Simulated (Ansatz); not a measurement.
A geometry of ZrO₂ away from equilibrium: step 3 of the relaxation of a generated cell, ZrO2 placed in the AFLOW prototype A2B_hP9_150_ef_bd (C22, as in Fe2P). These are PBE (plane waves to 420 eV, PAW, scalar-relativistic; Ansatz, a program for electronic structure) values and carry that method's errors. Γ-centred k-mesh 5×5×7 on the run's cell (coarser than for final values), Fermi–Dirac smearing 0.05 eV. The plane waves were selected for a different cell earlier on the path.

```
ZrO2
1.0
    5.62916     0.00000     0.00000
   -2.81458     4.87500     0.00000
    0.00000     0.00000     3.36783
O Zr
6 3
Cartesian
  1.47367   0.00000   0.00000
 -0.73683   1.27623   0.00000
  2.07775   3.59876   0.00000
  3.36123   0.00000   1.68391
 -1.68062   2.91091   1.68391
  1.13396   1.96408   1.68391
  0.00000   0.00000   1.68391
  0.00000   3.25000   3.08922
  2.81458   1.62500   0.27861
```

Problem. What forces act on the atoms (eV/Å)?

Solution. 
```csv
atom,Fx,Fy,Fz
O1,-0.01,0.00,0.00
O2,0.00,-0.01,0.00
O3,0.00,0.01,0.00
O4,0.10,0.00,0.00
O5,-0.05,0.08,0.00
O6,-0.05,-0.08,0.00
Zr7,0.00,0.00,0.00
Zr8,0.00,0.00,0.90
Zr9,0.00,0.00,-0.90
```

The path ends in P-62m (No. 189) (AFLOW prototype A2B_hP9_189_fg_bc (C22, as in Fe2P)). No spin polarisation in the result.

The run could not lose the symmetry of its start; a randomly shaken copy of 9 atoms returns to this structure.

The end of the path is a generated cell of ZrO2: the first start was made by placing the elements on the sites of a structure type, and the end was not matched to a known phase here, so it may be hypothetical. Known forms of ZrO2 include space group No. 14, 137, 225.
